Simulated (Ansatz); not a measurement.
Values for one crystal, relaxed and computed with r²SCAN in the plane-wave PAW code Ansatz; other levels are named.

Volume per atom: 44.23 Å³
Band gap: 1.10 eV (direct)
Zone-centre stability: no imaginary mode at Γ
Debye temperature from the elastic constants: 114 K
Conduction-band minimum: at T
Hole effective mass: 0.12, 0.19, 0.19 mₑ (principal values)
Gap with spin–orbit coupling: 1.00 eV

Pick the material that matches.
A) RhI3, C2/m (Rh on 4g, I on 8j, I on 4i)
B) CsGeI3, R3m (Cs on 3a, Ge on 3a, I on 9b)
C) TiI4, C2/c (Ti on 4e, I on 8f, I on 8f)
D) PtI2, P2_1/c (Pt on 4e, I on 4e, I on 4e)

B, CsGeI3, R3m (Cs on 3a, Ge on 3a, I on 9b)

The workflow started from a Materials Project entry (that database holds measured and hypothetical structures alike); the Crystallography Open Database files this formula in space group No. 160, but the cells were not matched. Whether it is the stable phase at ambient conditions was not checked. The cell was relaxed with r²SCAN under the symmetry of its start. Spin–orbit coupling is left out wherever it is not named.

Potentials: the later of the program's two PAW sets.
